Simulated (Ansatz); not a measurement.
Ti$_{2}$AlC:
```
CELL_PARAMETERS angstrom
      3.05510     0.00000     0.00000
     -1.52755     2.64579     0.00000
      0.00000     0.00000    13.71109
ATOMIC_POSITIONS crystal
  Ti 0.33333 0.66667 0.08354
  Ti 0.66667 0.33333 0.91646
  Ti 0.66667 0.33333 0.58354
  Ti 0.33333 0.66667 0.41646
  Al 0.33333 0.66667 0.75000
  Al 0.66667 0.33333 0.25000
  C  0.00000 0.00000 0.00000
  C  0.00000 0.00000 0.50000
```

This is the r²SCAN-relaxed structure. x, y and z are the axes in which the lattice vectors are written.

Problem. All from DFT-r²SCAN in the program Ansatz with PAW potentials, unless another level is named. Predict the Debye temperature from the elastic constants.

Solution. 754 K.

Problem. Give the elastic constants (relaxed ions, GPa).

Solution. C11 = 323, C12 = 65.1, C13 = 63.0, C33 = 292, C44 = 120.

Space group P6_3/mmc. The first step of the workflow began from a Materials Project structure, measured or hypothetical; the Crystallography Open Database copy checked does not list it. Whether it is the stable phase at ambient conditions was not checked. Symmetry was held in the r²SCAN relaxation; of distortions, only those at the zone centre were tested. The run is not spin-polarised. As this level gives no gap, shear constants depend on the k-mesh and smearing (Fermi–Dirac, 0.1 eV here).

Potentials: the later of the program's two PAW sets.
